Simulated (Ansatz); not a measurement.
Given:

BaS:
Space group Fm-3m (No. 225); a = b = c = 6.272 Å, α = β = γ = 90.00°

```json
[
 {"atom": "Ba", "site": "4a", "symmetry": "m-3m", "x": "0.0000", "y": "0.0000", "z": "0.0000"},
 {"atom": "S", "site": "4b", "symmetry": "m-3m", "x": "0.5000", "y": "0.5000", "z": "0.5000"}
]
```
(The calculation used a cell of 2 atoms; values per cell refer to that cell.)

This is the LDA-relaxed structure.

All from DFT-LDA in the program Ansatz with PAW potentials, unless another level is named. Estimate the band gap.

1.91 eV (indirect).

What about the formation energy from the elements (no fitted shifts)?

-2.19 eV/atom.

And the electron effective mass?

0.31, 0.31, 1.3 mₑ (principal values).

Next, the hole effective mass, band 3 of 3 at the edge?

0.20 along [100], 0.29 along [110], 0.34 along [111] (mₑ).

Predict the hole effective mass, band 1 of 3 at the edge.

2.6 along [100], 2.6 along [110], 0.72 along [111] (mₑ).

Next, the valence-band maximum?

at Γ.

The cell was relaxed with LDA under the symmetry of its start; phonons on a q-mesh show no instability. The references are the lowest solids computed at this level, not always the standard phases. Scalar-relativistic: spin–orbit coupling is off unless named, which matters more the heavier the elements.

Potentials: the later of the program's two PAW sets.
